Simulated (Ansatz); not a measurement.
**Stress against strain in AgB₂**

```
CELL_PARAMETERS angstrom
3.00000 0.00000 0.00000
-1.50000 2.59808 0.00000
0.00000 0.00000 3.24000
ATOMIC_POSITIONS crystal
Ag 0.00000 0.00000 0.00000
B 0.33333 0.66667 0.50000
B 0.66667 0.33333 0.50000
```

Atom numbers follow the list: Ag1, B2, B3.

The cell comes from COD entry 1509214, which wasn't checked; take it as a given geometry.

These are results of Ansatz 0.2.0, DFT, PBEsol, all-electron LAPW, scalar-relativistic, not measurements.

The runs use a Γ-centred 16×16×13 k mesh, Fermi–Dirac smearing of 0.05 eV, basis error target 1 meV/atom, no spin polarisation.

The strain is applied along the Cartesian axes of the cell as listed (the other components stay zero). Fractional coordinates are held (clamped ions).

σ is the change of stress from the unstrained cell, which is at 46.8 GPa; tension is positive, so slopes are stress–strain coefficients at that pressure. In a metal the k mesh adds noise.

Only quantities that a quadratic follows smoothly over the whole series are listed; rougher ones are left out.

| εxx = εyy | σzz (GPa) | σxx (GPa) |
| --- | --- | --- |
| -0.0200 | -14.17 | -17.48 |
| -0.0100 | -6.83 | -8.36 |
| 0.0000 | 0.00 | 0.00 |
| 0.0200 | 12.26 | 14.68 |

**Question.** Fit the series and read off the stiffness at zero strain.

**Answer.** Least-squares fits y = p0 + p1 x + p2 x² to the rows give σzz (GPa): p1 = 661, p2 = -2400; σxx (GPa): p1 = 804, p2 = -3500. So C13 + C23 = 661 GPa and C11 + C12 = 804 GPa, for these axes.

**Question.** One run, at εxx = εyy = 0.0100, is withheld. Predict its row.

**Answer.** The fits give 6.37, 7.70; the run gave 6.35, 7.66.
